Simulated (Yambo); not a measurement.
G0W0@PBEsol for CdZnSe2 (space group P3m1, No. 156) in Yambo (3×3×2 mesh, 7 Ry block, plasmon pole, screening fixed), without a terminator:

| bands N in G | gap Γ → Γ (eV) | shift of the valence edge (eV) |
|---|---|---|
| 152 | 1.749 | -0.617 |
| 234 | 1.782 | -0.874 |
| 342 | 1.806 | -0.995 |

### Question
Extrapolate both columns to infinite N with E(N) = E∞ + A/N, test the form, and compare with the terminator.

### Answer
From two points, E∞ = (N2 E2 − N1 E1)/(N2 − N1). The two largest N give 1.86 eV for the gap and -1.26 eV for the shift; the two smallest give 1.84 eV and -1.35 eV. For the gap the slopes A are -14 and -18 eV: the form isn't reached, and its limit is uncertain. For the shift the slopes A are 110 and 90 eV: the form isn't reached, and its limit is uncertain. With the Bruneval-Gonze terminator and 342 bands the run gives 1.84 eV and -1.10 eV, 0.02 eV and 0.15 eV from the extrapolated values: the terminator too is an estimate of the remainder. Block, mesh and the bands in W are held fixed.

The standard potential for Se keeps a d shell in the valence without the s and p states of that shell. In tests on such compounds this moved G0W0 gaps by up to about 0.9 eV, so absolute quasiparticle energies here are unreliable; differences between settings are what counts.

Spin-orbit coupling is included.

Geometry relaxed with PBEsol; primitive cell a = 4.125 Å, b = 4.125 Å, c = 6.827 Å, α = 90.00°, β = 90.00°, γ = 120.00°.

The structure is a Materials Project entry; no match was found in the copy of COD used, and its stability was not checked.

A shift is the quasiparticle energy of the state minus its PBEsol energy.
